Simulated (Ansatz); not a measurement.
Starting cell, MgO (rock salt):

```yaml
crystal:
  lattice:
    - [0.00000, 4.25445, 4.25445]
    - [2.12722, 0.00000, 2.12722]
    - [2.12722, 2.12722, 0.00000]
  atoms:
    - { symbol: O, position: [0.00000, 0.00000, 0.00000] }
    - { symbol: O, position: [0.50000, 0.00000, 0.00000] }
    - { symbol: Mg, position: [0.25000, 0.50000, 0.50000] }
    - { symbol: Mg, position: [0.75000, 0.50000, 0.50000] }
```

A phonon eigenvector at L = (0.5, 0.0, 0.0) is frozen into this cell: atom i moves by Q times the vector below, so Q is the largest atomic displacement, in Å. The cell is held. (q is in reciprocal vectors of the primitive cell; the cell shown is doubled to hold the pattern.)

```
atom       x       y       z
----  ------  ------  ------
Mg3    0.577  -0.577  -0.577
Mg4   -0.577   0.577   0.577
```

Atoms not listed stay in place.

Method: PBE (plane waves to 420 eV, PAW, scalar-relativistic; Ansatz, an electronic-structure program). k mesh 13×13×13 (Γ-centred), Fermi-Dirac smearing 0.05 eV. E stands for the smeared free energy. Compression counts positive. MgO was relaxed with its symmetry unable to fall. The PAW data are Ansatz's earlier set. The zero of ΔE is the undisplaced structure.

| Q (Å) | ΔE (meV/cell) | P (GPa) | −dE/dQ from forces (eV/Å) |
|---|---|---|---|
| -0.180 | 802 | 4.03 | 8.888 |
| -0.150 | [?] | 2.80 | 7.420 |
| -0.120 | 357 | 1.79 | 5.944 |
| -0.090 | 201 | [?] | 4.463 |
| -0.060 | [?] | 0.45 | 2.978 |
| -0.030 | 22 | 0.11 | 1.489 |
| 0.000 | 0 | 0.00 | 0.000 |
| 0.030 | 22 | 0.11 | -1.489 |
| 0.060 | [?] | 0.45 | -2.978 |
| 0.090 | 201 | [?] | -4.463 |
| 0.120 | 357 | 1.79 | -5.944 |
| 0.150 | [?] | 2.80 | -7.420 |
| 0.180 | 802 | 4.03 | -8.888 |

Question: What belongs in the gaps?

Answer: 
- -0.150, ΔE (meV/cell): 558
- -0.090, P (GPa): 1.01
- -0.060, ΔE (meV/cell): 89
- 0.060, ΔE (meV/cell): 89
- 0.090, P (GPa): 1.01
- 0.150, ΔE (meV/cell): 558

(A displaced cell: forces are minus the slopes of the energy, force constants its curvatures, and phonons follow from these.)
